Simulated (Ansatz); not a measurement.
Input:

AlPt:
```
CELL_PARAMETERS angstrom
      3.03857     0.00000     0.00000
      0.00000     3.03857     0.00000
      0.00000     0.00000     3.03857
ATOMIC_POSITIONS crystal
  Al 0.00000 0.00000 0.00000
  Pt 0.50000 0.50000 0.50000
```

This is the LDA-relaxed structure.

Problem. All from LDA in the plane-wave PAW code Ansatz, unless another level is named. Give the density of states at the Fermi level.

Solution. 0.33 states/eV per atom (mean over ±0.08 eV).

Problem. Next, the formation energy from the elements (no fitted shifts)?

Solution. -0.96 eV/atom.

Space group Pm-3m (CsCl type). The first step of the workflow began from a Materials Project structure, measured or hypothetical; the Crystallography Open Database copy checked does not list it. With Al and Pt taken as one species the cell has the higher symmetry Im-3m, so it may be an ordered model of a mixed-site phase. Its standing as an ambient phase is unchecked. The cell was relaxed with LDA under the symmetry of its start; of distortions, only those at the zone centre were tested. No spin polarisation was allowed. The references are the lowest solids computed at this level, not always the standard phases. Scalar-relativistic: spin–orbit coupling is off unless named, which matters more the heavier the elements.

Potentials: the later of the program's two PAW sets.
